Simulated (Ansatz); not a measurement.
NiBi3 (Cu3Au type, Pm-3m) at seven volumes, PBEsol (plane waves, PAW; program Ansatz), scaled uniformly. One row is withheld.

```tsv
V (Å³/atom)	P (GPa)
22.862	8.15
23.616	4.95
24.370	2.27
25.124	0.00
25.877	-1.92
26.631	-3.54
27.385	?
```

Fit the shown pressures and predict the withheld one.

Third-order Birch–Murnaghan: P = (3/2)B₀(x^(7/2) − x^(5/2))[1 + (3/4)(B′ − 4)(x − 1)] with x = (V₀/V)^(2/3). Least squares on the six rows gives V₀ = 25.123 Å³/atom, B₀ = 69.45 GPa, B′ = 4.62. At V = 27.385, x = 0.9441 and P = -4.91 GPa. The run itself gave -4.91 GPa.

The cell is a constructed one: a structure type filled with these elements; neither database checked (COD, Materials Project) lists it. Whether it is the stable phase at ambient conditions was not checked. The cell was relaxed with PBEsol under the symmetry of its start. At this level the phase is dynamically unstable (imaginary phonons). The workflow began spin-polarised and lost its moments. Scalar-relativistic: spin–orbit coupling is off unless named, which matters more the heavier the elements.

Potentials: the earlier of the program's two PAW sets. The files were generated under PBE; for other functionals the program regenerates the frozen cores, and for LDA and PBEsol the local potential too.
